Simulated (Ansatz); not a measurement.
Here is the system:

BeTe:
Space group F-43m (No. 216); a = 5.6572 Å, b = 5.6572 Å, c = 5.6572 Å, α = 90.00°, β = 90.00°, γ = 90.00°

```
atom  site  symmetry       x       y       z
----  ----  --------  ------  ------  ------
Be      4c      -43m  0.2500  0.2500  0.2500
Te      4b      -43m  0.5000  0.5000  0.5000
```
(The calculation used a cell of 2 atoms; values per cell refer to that cell.)

This is the r²SCAN-relaxed structure.

Question: All from DFT-r²SCAN in the program Ansatz with PAW potentials, unless another level is named. Give the hole effective mass, band 2 of 3 at the edge.

Answer: 0.35 along [100], 0.35 along [110], 0.82 along [111] (mₑ).

Question: What about the hole effective mass, band 3 of 3 at the edge?

Answer: 0.21 along [100], 0.14 along [110], 0.12 along [111] (mₑ).

Question: Next, the valence-band maximum?

Answer: at Γ.

The cell was relaxed with r²SCAN under the symmetry of its start. The volume moved by 29 % from the start of the relaxation. Spin–orbit coupling is left out wherever it is not named.

Potentials: the later of the program's two PAW sets.

Edges and masses are those of Kohn–Sham bands, whose gap is no quasiparticle gap.
